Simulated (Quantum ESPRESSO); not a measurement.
## Calculated data, AlGa₂BP₄ (made-up cell)

Calculation on a made-up crystal cell, not a measurement: periodic Kohn-Sham density functional theory in plane waves with PseudoDojo standard norm-conserving scalar-relativistic pseudopotentials, each functional with its own files (v0.5 for PBE, v0.4.1 for LDA and PBEsol), no spin polarisation, no spin-orbit coupling, atoms not relaxed, stress positive in tension, energies less a fixed whole-eV offset for each atom's element; levels are Kohn-Sham levels at fractions of this cell's reciprocal vectors, counted from the reference band (half the neutral cell's valence electrons, rounded up) at Gamma; error bars cover cutoff and k-mesh only, not smearing or the files; added strain carries the atoms with the cell, and shear is the tensor component; each bar is the largest change over components, and at least 0.002 eV, 0.002 eV per angstrom or 0.02 GPa; energies are for the whole cell, and the offsets were chosen from early runs and are not element reference energies. Program: Quantum ESPRESSO 7.5.

## AlGa₂BP₄ (made-up cell)

```
AlGa2BP4
1.0
      5.3406    -0.0131    -0.0105
     -0.0131     5.4534     0.0526
     -0.0105     0.0526     5.4305
Ga B Al Ga P
1 1 1 1 4
Direct
  0.00791 0.00676 0.00686
  -0.00109 0.49941 0.49974
  0.50331 -0.00162 0.49702
  0.51035 0.49872 -0.00493
  0.24874 0.24567 0.25747
  0.25074 0.75220 0.74985
  0.74968 0.24659 0.75402
  0.74318 0.74917 0.24935
```

```
lattice type         : zincblende/diamond
functional           : pbe
cutoff               : 1088 eV
fermi dirac smearing : 0.025 eV
scf tolerance        : 1e-07 eV
electrons removed    : 0
k mesh               : 4 x 4 x 4, shifted by half a step
pressure             : -3.134 GPa
stress xx            : 2.23 GPa
stress yy            : 3.976 GPa
stress zz            : 3.196 GPa
stress yz            : 0.3331 GPa
stress xz            : -0.8906 GPa
stress xy            : 0.01442 GPa
error bar stress     : 0.02 GPa
error bar force      : 0.002 eV/Å
error bars from      : tighter rerun of a related cell
```

Atoms:
| atoms element | atom site |
| --- | --- |
| Ga | 1 |
| B | 2 |
| Al | 3 |
| Ga | 4 |
| P | 5 |
| P | 6 |
| P | 7 |
| P | 8 |

Forces:
| site | x (eV/Å) | y (eV/Å) | z (eV/Å) |
| --- | --- | --- | --- |
| 1 | -0.2488 | -0.5954 | -0.2356 |
| 2 | -0.1261 | 0.01485 | 0.1504 |
| 3 | 0.02276 | -0.0665 | 0.3907 |
| 4 | -0.6869 | -0.09586 | 0.2045 |
| 5 | -0.8609 | 2.036 | 0.9435 |
| 6 | -1.263 | -1.33 | -1.042 |
| 7 | 1.372 | 1.21 | -1.604 |
| 8 | 1.791 | -1.174 | 1.193 |
